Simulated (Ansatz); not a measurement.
Rb₂MgCl₄:
```
Rb2MgCl4
1.0
   -2.49690     2.49690     8.11096
    2.49690    -2.49690     8.11096
    2.49690     2.49690    -8.11096
Rb Mg Cl
2 1 4
Direct
  0.35716   0.35716   0.00000
  0.64284   0.64284   0.00000
  0.00000   0.00000   0.00000
  0.15476   0.15476   0.00000
  0.84524   0.84524   0.00000
  0.50000   0.00000   0.50000
  0.00000   0.50000   0.50000
```

Relaxed with r²SCAN. Special points in fractions of this cell's reciprocal vectors: Γ (0.000, 0.000, 0.000); X (0.000, 0.000, 0.500); P (0.250, 0.250, 0.250); N (0.000, 0.500, 0.000); M (0.500, 0.500, -0.500); S (0.274, 0.726, -0.274); S0 (-0.274, 0.274, 0.274); R (-0.047, 0.047, 0.500); G (0.500, 0.500, -0.047).

List the band energies nearest the valence-band maximum at these points for r²SCAN (plane waves, PAW; program Ansatz).

In eV from the valence-band maximum; about four levels below and three above (degenerate sets whole), none deeper than 8.9 eV; points with the same levels are listed once.

| k | below | above |
|---|---|---|
| Γ | -0.58 -0.58 -0.29 -0.22 -0.22 | 5.65 6.71 7.68 |
| X | -0.55 -0.19 -0.07 0.00 | 7.29 7.91 8.02 |
| P | -0.65 -0.65 -0.08 -0.08 -0.07 | 7.51 7.51 8.19 |
| N | -0.67 -0.49 -0.39 -0.07 | 7.53 7.65 8.50 |
| M | -0.50 -0.50 -0.29 -0.29 | 6.41 6.58 7.08 |
| S | -0.66 -0.66 -0.53 -0.39 -0.06 | 7.44 7.64 8.43 |
| R | -0.54 -0.19 -0.09 0.00 | 7.34 7.71 8.27 |

Space group I4/mmm. The workflow started from a Materials Project entry (that database holds measured and hypothetical structures alike); the Crystallography Open Database copy checked does not list it. Its standing as an ambient phase is unchecked. The cell was relaxed with r²SCAN under the symmetry of its start; its stability against distortions is not shown here. Spin–orbit coupling is left out wherever it is not named.

Potentials: the later of the program's two PAW sets.
